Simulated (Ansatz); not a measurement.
**Property card for Mn3CuN**

Mn3CuN:
```xyz
5
Lattice="3.9987 0.0000 0.0000 0.0000 3.9987 0.0000 0.0000 0.0000 3.9987" Properties=species:S:1:pos:R:3 pbc="T T T"
Mn     0.0000     1.9993     1.9993
Mn     1.9993     0.0000     1.9993
Mn     1.9993     1.9993     0.0000
Cu     0.0000     0.0000     0.0000
N      1.9993     1.9993     1.9993
```
The run is spin-polarised; directions of the spins, atom by atom: ↑ ↑ ↑ 0 0.

Space group Pm-3m (No. 221), anti-perovskite; conventional cell a = 3.9987 Å, b = 3.9987 Å, c = 3.9987 Å, α = 90.00°, β = 90.00°, γ = 90.00°.

Method: HSE06 in the plane-wave PAW code Ansatz. Geometry: relaxed at this level of theory. Other levels are named where they apply.

Cell and energy:

Volume per atom: 12.79 Å³
Density: 6.29 g/cm³

Electronic structure:

* **Electronic character**: metallic (no gap)

Magnetism:

Magnetic order: ferromagnetic
Net moment: 2.23 μB per atom

Mechanics:

- Bulk modulus (Birch–Murnaghan fit) = 129 GPa
- Pressure derivative B′ = 4.0

Charges:

Bader charges: Mn +0.81, Cu -0.68, N -1.75 e

The first step of the workflow began from a Materials Project structure, measured or hypothetical; the Crystallography Open Database copy checked does not list it. Its standing as an ambient phase is unchecked. The cell keeps a stress of up to 0.2 GPa. Symmetry was held in the HSE06 relaxation; whether a distortion lowers the energy is not shown. Spin order of the final state: ferromagnetic, chosen from 4 collinear starts compared on coarse meshes with r²SCAN (ties went to the first, and starts can fall back to one state), not a proven ground state. Other orbital occupations within this spin state were not tried. For itinerant 3d metals, meta-GGAs of the SCAN family and hybrids are commonly reported to give too large moments. The hybrid run found no gap, on a coarse k-mesh. Point labels and valley counts follow the cell and symmetry of the run, lower than the named group.

Potentials: the later of the program's two PAW sets.
